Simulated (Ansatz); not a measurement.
Zn₃GaNO₃ in space group P3m1 (No. 156; Pearson symbol hP8), plane-wave PAW PBEsol (Ansatz code), all energies at zero smearing, with the estimated change up to a 700 eV cutoff added, with one set of potentials and settings (totals compare only within such a set). Cell of 8 atoms (1 Ga, 1 N, 3 Zn, 3 O): -15648.126 eV.

| element | reference phase | E (eV/atom) |
|---|---|---|
| Ga | Cmce, 4 atoms in the cell | -3743.2073 |
| N | Pa-3, 8 atoms in the cell | -378.4910 |
| Zn | P6_3/mmc, 2 atoms in the cell | -3280.9105 |
| O | C2/m, 4 atoms in the cell, spin-polarised | -558.3609 |

Formation energy per atom, worked out: (-15648.126 − 1×(-3743.2073) − 1×(-378.4910) − 3×(-3280.9105) − 3×(-558.3609))/8 = -1.077 eV/atom (-104 kJ per mol of atoms), at 0 K, without zero-point energy or fitted corrections.

The start of the workflow was typed in or built on a structure type; neither database checked (COD, Materials Project) lists it. Whether it is the stable phase at ambient conditions was not checked. Symmetry was held in the PBEsol relaxation; whether a distortion lowers the energy is not shown. The references are the lowest solids computed at this level, not always the standard phases (solids in place of the gases).

Potentials: the earlier of the program's two PAW sets. The files were generated under PBE; for other functionals the program regenerates the frozen cores, and for LDA and PBEsol the local potential too.
